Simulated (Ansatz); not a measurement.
Task: Each is relaxed and computed with r²SCAN (plane waves, PAW; program Ansatz). Which alone has a direct gap?
(A) SiC, zinc blende
(B) GaP, zinc blende
(C) GaAs, zinc blende
(D) BAs, P6_222 (B on 3d, As on 3c)

Result: C, GaAs, zinc blende. GaAs: gap 0.96 eV (direct); BAs: gap 0.67 eV (indirect); GaP: gap 1.84 eV (indirect); SiC: gap 1.71 eV (indirect). Typed or built starts, not in the databases checked: BAs, P6_222 (B on 3d, As on 3c). Not the usual ambient phase: BAs, P6_222 (B on 3d, As on 3c). All cells were relaxed under the symmetry of their starts (and spin orders); stability against distortions was not tested throughout. Spin–orbit coupling is left out wherever it is not named.

Potentials: the later of the program's two PAW sets.
